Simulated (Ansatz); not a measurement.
Structure relaxation, Pd

The start is a generated cell, Pd placed in the AFLOW prototype A_hR2_166_c (A7, as in As). The cell and all atomic positions are relaxed at zero pressure with PBE (plane waves to 420 eV, PAW, scalar-relativistic; Ansatz, a quantum-chemistry and plane-wave program). The first steps use a coarse 12×12×12 k-mesh.

Initial structure:
```
CELL_PARAMETERS angstrom
      1.66090     0.95892     3.07994
     -1.66090     0.95892     3.07994
      0.00000    -1.91784     3.07994
ATOMIC_POSITIONS crystal
  Pd 0.22754 0.22754 0.22754
  Pd 0.77246 0.77246 0.77246
```

Task: Which atoms feel the largest initial force, and how large is it?

Result: 7.67 eV/Å, on Pd1, Pd2 (atoms numbered as listed).

Task: Does the structure survive the relaxation? Give the final space group.

Result: The space group goes from R-3m (No. 166) to Fm-3m (No. 225); the end is fcc (Cu type), with 1 atom in the primitive cell.

Task: How much energy is released per atom?

Result: 1.54 eV/atom.

Task: What band gap does the relaxed structure have at this level?

Result: No gap (metallic).

Task: Write out the relaxed structure.

Result: 
```cif
data_Pd4
_chemical_formula_sum 'Pd4'
_space_group_name_H-M_alt 'Fm-3m'
_space_group_IT_number 225
_space_group_name_Hall '-F 4 2 3'
_cell_length_a 3.94260
_cell_length_b 3.94260
_cell_length_c 3.94260
_cell_angle_alpha 90.000
_cell_angle_beta 90.000
_cell_angle_gamma 90.000
loop_
_atom_site_label
_atom_site_type_symbol
_atom_site_symmetry_multiplicity
_atom_site_Wyckoff_symbol
_atom_site_fract_x
_atom_site_fract_y
_atom_site_fract_z
_atom_site_occupancy
Pd1 Pd 4 b 0.50000 0.50000 0.50000 1
```
(The calculation used a cell of 1 atom; values per cell refer to that cell.)

Final values are on a 20×20×20 k-mesh of the relaxed cell. No spin polarisation in the result. A magnetic state may lie lower.

The run could not lose the symmetry of its start.
